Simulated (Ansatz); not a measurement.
This CrB2RuN structure is the end of a relaxation. The cell was found from a structure generator's guess, not taken from experiment.

Method: DFT PBE, scalar-relativistic, plane waves, PAW (Ansatz). Cutoff 420 eV, Γ-centred mesh, Gaussian smearing, collinear spin.

```yaml
crystal:
  lattice:
    - [-1.95120, 2.14334, 2.70431]
    - [1.95120, -2.14334, 2.70431]
    - [1.95120, 2.14334, -2.70431]
  atoms:
    - { symbol: Cr, position: [0.50000, 0.50000, 0.00000] }
    - { symbol: B, position: [0.77488, 0.27488, 0.50000] }
    - { symbol: B, position: [0.22512, 0.72512, 0.50000] }
    - { symbol: Ru, position: [0.00000, 0.00000, 0.00000] }
    - { symbol: N, position: [0.50000, 0.00000, 0.50000] }
```

Energies over the elements count from the elements' standard structures at the same level (N₂ as a molecule), with no fitted energy shifts.

(1) What space group does it have?

(2) How far does it lie from the elements in energy?

(3) Is it a metal?

(4) Which magnetic moments does it keep?

Answers

(1) Immm (No. 71). Conventional cell: a = 3.902 Å, b = 4.287 Å, c = 5.409 Å. Cr has 2 N at 1.95 Å, 8 B at 2.45–2.47 Å, 2 Ru at 2.70 Å and 4 Ru at 2.90 Å; around B lie 1 N at 1.49 Å and 2 Ru at 2.30 Å; Ru is surrounded by 2 N at 2.14 Å, 4 B at 2.30 Å, 4 B at 2.61 Å, 2 Cr at 2.70 Å and 4 Cr at 2.90 Å; N has 2 B at 1.49 Å, 2 Cr at 1.95 Å and 2 Ru at 2.14 Å.

(2) +0.22 eV/atom. A positive value: parting into the elements would lower its energy.

(3) Yes, bands cross the Fermi level on the 14×14×14 mesh.

(4) 0.41 μB per atom net, the space between the atoms included; by site: Cr 1.6; Ru 0.1 μB.

The last run used collinear spin, a 14×14×14 mesh for its 5-atom cell and Gaussian smearing of 0.10 eV. The magnetic state reached may not be the lowest. Symmetry constrained the relaxation, so the result can be a saddle point.
